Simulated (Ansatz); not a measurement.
Given:

TaGe2:
```cif
data_Ge6Ta3
_chemical_formula_sum 'Ta3 Ge6'
_space_group_name_H-M_alt 'P6222'
_space_group_IT_number 180
_space_group_name_Hall 'P 62 2 (0 0 4)'
_cell_length_a 4.97451
_cell_length_b 4.97451
_cell_length_c 6.73592
_cell_angle_alpha 90.000
_cell_angle_beta 90.000
_cell_angle_gamma 120.000
loop_
_atom_site_label
_atom_site_type_symbol
_atom_site_symmetry_multiplicity
_atom_site_Wyckoff_symbol
_atom_site_fract_x
_atom_site_fract_y
_atom_site_fract_z
_atom_site_occupancy
Ta1 Ta 3 d 0.50000 0.00000 0.50000 1
Ge1 Ge 6 j 0.32719 0.16359 0.16667 1
```

This is the r²SCAN-relaxed structure.

### Question
All from DFT-r²SCAN in the program Ansatz with PAW potentials, unless another level is named. Predict the density of states at the Fermi level.

### Answer
0.41 states/eV per atom (mean over ±0.08 eV).

### Question
Predict the formation energy from the elements (no fitted shifts).

### Answer
-0.20 eV/atom.

### Question
Next, the gap with spin–orbit coupling?

### Answer
none (metallic).

Space group P6_222. The first step of the workflow began from a Materials Project structure, measured or hypothetical; the Crystallography Open Database files this formula in space group No. 180, but the cells were not matched. Whether it is the stable phase at ambient conditions was not checked. Symmetry was held in the r²SCAN relaxation; whether a distortion lowers the energy is not shown. The run is not spin-polarised. The references are the lowest solids computed at this level, not always the standard phases. Spin–orbit coupling is left out wherever it is not named.

Potentials: the later of the program's two PAW sets.
